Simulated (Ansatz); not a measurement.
Here is the system:

NiRuN$_{2}$:
Space group R-3m, hexagonal axes (No. 166); a = 2.8164 Å, b = 2.8164 Å, c = 18.3164 Å, α = 90.00°, β = 90.00°, γ = 120.00°

| atom | site | symmetry | x | y | z |
|---|---|---|---|---|---|
| Ru | 3b | -3m | 0.0000 | 0.0000 | 0.5000 |
| Ni | 3a | -3m | 0.0000 | 0.0000 | 0.0000 |
| N | 6c | 3m | 0.0000 | 0.0000 | 0.0978 |
(The calculation used a cell of 4 atoms; values per cell refer to that cell.)

This is the PBE-relaxed structure.

Task: All from PBE (plane waves, PAW; program Ansatz), unless another level is named. Estimate the electronic character.

Result: metallic (no gap).

Task: Predict the density of states at the Fermi level.

Result: 1.1 states/eV per atom (mean over ±0.08 eV).

Task: Give the formation energy from the elements (no fitted shifts).

Result: 0.52 eV/atom.

The start of the workflow was typed in or built on a structure type; neither database checked (COD, Materials Project) lists it. Its standing as an ambient phase is unchecked. The PBE relaxation kept the symmetry of its start; whether a distortion lowers the energy is not shown. The workflow began spin-polarised and lost its moments. Its formation energy is positive at this level, so the cell may be metastable or incomplete. The references are the lowest solids computed at this level, not always the standard phases (solids in place of the gases). Scalar-relativistic: spin–orbit coupling is off unless named, which matters more the heavier the elements.

Potentials: the later of the program's two PAW sets.
